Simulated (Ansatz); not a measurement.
The start is a randomly generated symmetric cell of Co (space group No. 164). A full variable-cell relaxation at zero pressure is run with PBE (plane waves to 420 eV, PAW, scalar-relativistic; Ansatz, a first-principles code). The first steps use a coarse 9×9×18 k-mesh.

The start:
```yaml
crystal:
  lattice:
    - [4.04272, 0.00000, 0.00000]
    - [-2.02136, 3.50110, 0.00000]
    - [0.00000, 0.00000, 1.81686]
  atoms:
    - { symbol: Co, position: [0.66667, 0.33333, 0.53657] }
    - { symbol: Co, position: [0.33333, 0.66667, 0.46343] }
```
Spin-polarised start, with parallel moments on Co.

**Question.** What symmetry does the relaxed structure have?

**Answer.** The space group goes from P-3m1 (No. 164) to P6₃/mmc (No. 194), with 2 atoms in the primitive magnetic cell.

**Question.** By how much does the energy per atom fall from start to end?

**Answer.** About 1.8 eV/atom.

**Question.** How does the volume per atom move from start to end?

**Answer.** +1.5 %, from 12.86 to 13.05 Å³/atom.

**Question.** How do the shortest distances between atoms change?

**Answer.** The closest pairs of elements (up to four, under 3.6 Å), start → end: Co–Co 1.82 → 2.36 Å.

**Question.** What magnetic moments remain?

**Answer.** Net 1.70 μB/atom, ferromagnetic.

**Question.** What does it relax into? Give the structure.

**Answer.** 
```cif
data_Co2
_chemical_formula_sum 'Co2'
_space_group_name_H-M_alt 'P63/mmc'
_space_group_IT_number 194
_space_group_name_Hall '-P 6c 2c'
_cell_length_a 3.47179
_cell_length_b 3.47179
_cell_length_c 2.50073
_cell_angle_alpha 90.000
_cell_angle_beta 90.000
_cell_angle_gamma 120.000
loop_
_atom_site_label
_atom_site_type_symbol
_atom_site_symmetry_multiplicity
_atom_site_Wyckoff_symbol
_atom_site_fract_x
_atom_site_fract_y
_atom_site_fract_z
_atom_site_occupancy
Co1 Co 2 c 0.33333 0.66667 0.25000 1
```

Final values are on a 15×15×18 k-mesh of the relaxed cell. The start holds a very short contact (Co–Co 1.82 Å). Spin state reached: ferromagnetic (net 1.70 μB/atom), from parallel starting moments; other spin orders were not run from this start.

The run could not lose the symmetry of its start.
